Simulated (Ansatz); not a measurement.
## AlN at 6 GPa: from Born charge to LO–TO splitting and polaron coupling

Level of theory: DFT LDA, scalar-relativistic, plane waves, PAW (Ansatz 0.2.0). Settings: 420 eV plane-wave cutoff, Γ-centred 10×10×10 mesh, fixed occupations. No spin polarisation. Phonons by linear response, acoustic sum rule imposed.

The cell, relaxed at 6 GPa:
```
Al N
1.0
     0.00000    2.15164    2.15164
     2.15164    0.00000    2.15164
     2.15164    2.15164    0.00000
Al N
1 1
Direct
  0.00000 0.00000 0.00000
  0.75000 0.75000 0.75000
```

Other phases may be more stable at this pressure.

Linear response gives ν_TO = 690.2 cm⁻¹, Born charges ±2.542 e (positive on Al) and ε∞ = 4.495. The primitive cell holds 19.922 Å³, and the masses are 26.982 and 14.007 amu.

**Question.** Find ν_LO and the static dielectric constant.

**Answer.** The long-wave field adds a restoring force: ω_LO² − ω_TO² = Z*²e²/(ε_vac ε∞ μV). In these units ν_LO² − ν_TO² = 4.92064×10⁷ Z*²/(μ V ε∞) cm⁻², with μ = m₁m₂/(m₁ + m₂) = 9.220 amu: 384948 cm⁻². So ν_LO = √(690.2² + 384948) = 928.1 cm⁻¹, and the run gives 928.1. Lyddane–Sachs–Teller then gives ε0 = ε∞ (ν_LO/ν_TO)² = 8.13, against 8.13 in the run (it forms both from the same three quantities, so the match checks the arithmetic only). Between ν_TO and ν_LO the dielectric function is negative and an undamped crystal reflects fully: a reststrahlen band from 10.8 to 14.5 μm.

**Question.** What do the Clausius–Mossotti polarisability and the Szigeti charge come to?

**Answer.** With the Lorentz local field, α = (3V/4π)(ε∞ − 1)/(ε∞ + 2) = 2.56 Å³ for the pair, and e_S = 3Z*/(ε∞ + 2) = 1.17 e. The Born charge includes the electrons' response to the dipole's own local field, and e_S takes that enhancement out. The Lorentz field assumes point-like polarisable ions, a poor picture once ε∞ is this large, since the electron clouds then overlap or are shared, so both numbers are formal here.

**Question.** How strongly does a slow electron couple to the LO mode?

**Answer.** For one isotropic parabolic band, Fröhlich's constant is α_F = (1/ε∞ − 1/ε0) √(m* Ry/ħω_LO), with Ry = 13.606 eV, ħω_LO = 115.1 meV and m* in free-electron masses: α_F = 0.0994 × 10.87 × √m* = 1.08 √m*. The band mass isn't part of this run; for m* = 0.1, 0.3 and 1 it gives 0.34, 0.59, 1.08. In weak coupling the polaron lies α_F ħω_LO below the band edge (68 meV at m* = 0.3) with a mass m*(1 + α_F/6); past α_F of about 5 or 6 that expansion fails. A semilocal functional's ε∞ tends to be too large, which taken alone lowers α_F.

This zinc-blende form isn't the usual stable structure of the compound at low pressure.

Cost: 1 run of about 0.38 core-minutes, on Arm Neoverse V2 (shared hosts).